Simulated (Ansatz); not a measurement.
HfC:
```yaml
crystal:
  lattice:
    - [2.88738, 0.00000, 0.00000]
    - [0.00000, 2.88738, 0.00000]
    - [0.00000, 0.00000, 2.88738]
  atoms:
    - { symbol: Hf, position: [0.00000, 0.00000, 0.00000] }
    - { symbol: C, position: [0.50000, 0.50000, 0.50000] }
```

Relaxed with r²SCAN. Special points in fractions of this cell's reciprocal vectors: Γ (0.000, 0.000, 0.000); X (0.000, 0.500, 0.000); M (0.500, 0.500, 0.000); R (0.500, 0.500, 0.500).

List the band energies nearest the Fermi level at these points for plane-wave PAW r²SCAN with spin–orbit coupling (Ansatz code).

In eV from the Fermi level; about four levels below and three above (degenerate sets whole), none deeper than 8.9 eV; points with the same levels are listed once.

```tsv
k	below	above
Γ	-1.93 -1.93 -1.93 -1.93	0.88 0.88 1.22 1.22 1.22 1.22
X	-1.13 -1.13 -0.66 -0.66	6.99 6.99 7.10 7.10
M	-2.58 -2.58 -1.04 -1.04	2.07 2.07 3.19 3.19
R	-5.91 -5.91 -5.91 -5.91 -5.83 -5.83	7.64 7.64 9.11 9.11 9.11 9.11
```

Space group Pm-3m (CsCl type). A made-up cell: these elements were put on the sites of a structure type; neither database checked (COD, Materials Project) lists it. It is not the phase usual at ambient conditions (space group No. 225). Symmetry was held in the r²SCAN relaxation. At this level the phase is mechanically unstable. The run is not spin-polarised.

Potentials: the earlier of the program's two PAW sets.
